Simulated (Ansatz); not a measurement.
ZnS (zinc blende)

```yaml
crystal:
  lattice:
    - [0.00000, 2.67826, 2.67826]
    - [2.67826, 0.00000, 2.67826]
    - [2.67826, 2.67826, 0.00000]
  atoms:
    - { symbol: S, position: [0.25000, 0.25000, 0.25000] }
    - { symbol: Zn, position: [0.00000, 0.00000, 0.00000] }
```

The slice is a {111} plane (indices of the conventional cell) through the point (0.000, 0.000, 0.000) (fractional), spanned by u = [100] and v = [-1 2 0] in vectors of this cell: u (3.79 Å) and v (6.56 Å, at 90° to u). It covers one period; positions are fractions (u, v).

Calculation: PBEsol (plane waves to 420 eV, PAW, scalar-relativistic; Ansatz, an electronic-structure program). k mesh 11×11×11. Near the nuclei the fields are pseudised (PAW); where an atom keeps semicore shells as valence, they peak there. ZnS was relaxed with its symmetry unable to fall.

Task: Predict the map of the density of the lowest conduction band (whole band as if filled, smooth part) on the slice.

Result: 
```
v \ u   0.00   0.12   0.25   0.38   0.50   0.62   0.75   0.88
-----  -----  -----  -----  -----  -----  -----  -----  -----
0.86   0.062  0.062  0.057  0.047  0.043  0.047  0.057  0.062
0.71   0.113  0.068  0.033  0.046  0.058  0.046  0.033  0.068
0.57   0.059  0.035  0.047  0.077  0.039  0.077  0.047  0.035
0.43   0.040  0.051  0.081  0.079  0.042  0.079  0.081  0.051
0.29   0.044  0.041  0.035  0.033  0.033  0.033  0.035  0.041
0.14   0.088  0.068  0.032  0.072  0.142  0.072  0.032  0.068
0.00   0.004  0.042  0.074  0.039  0.033  0.039  0.074  0.042
```

Values: density of the lowest conduction band (whole band as if filled, smooth part) in e/Å³.
